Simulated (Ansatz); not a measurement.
NiAs$_{2}$O$_{4}$ in space group P4_2/mbc (No. 135; Ni on 4d, As on 8h, O on 8g, O on 8h), PBE in the plane-wave PAW code Ansatz, all energies at zero smearing, with the estimated change up to a 700 eV cutoff added, with one set of potentials and settings (totals compare only within such a set). Cell of 28 atoms (4 Ni, 8 As, 16 O): -71276.752 eV.

```json
[
 {"element": "Ni", "reference phase": "Fm-3m, 1 atoms in the cell, spin-polarised", "E (eV/atom)": "-5839.7239"},
 {"element": "As", "reference phase": "R-3m, 2 atoms in the cell", "E (eV/atom)": "-4856.1377"},
 {"element": "O", "reference phase": "C2/m, 4 atoms in the cell, spin-polarised", "E (eV/atom)": "-565.0000"}
]
```

Formation energy per atom, worked out: (-71276.752 − 4×(-5839.7239) − 8×(-4856.1377) − 16×(-565.0000))/28 = -1.027 eV/atom (-99 kJ per mol of atoms), at 0 K, without zero-point energy or fitted corrections.

The workflow started from a Materials Project entry (that database holds measured and hypothetical structures alike); the Crystallography Open Database files this formula in space group No. 135, but the cells were not matched. Whether it is the stable phase at ambient conditions was not checked. Symmetry was held in the PBE relaxation, as lowered by the spin order; whether a distortion lowers the energy is not shown. Spin order of the final state: antiferromagnetic, chosen from 3 collinear starts compared on coarse meshes (ties went to the first, and starts can fall back to one state), not a proven ground state. No Hubbard U is applied. The references are the lowest solids computed at this level, not always the standard phases (solids in place of the gases).

Potentials: the later of the program's two PAW sets.
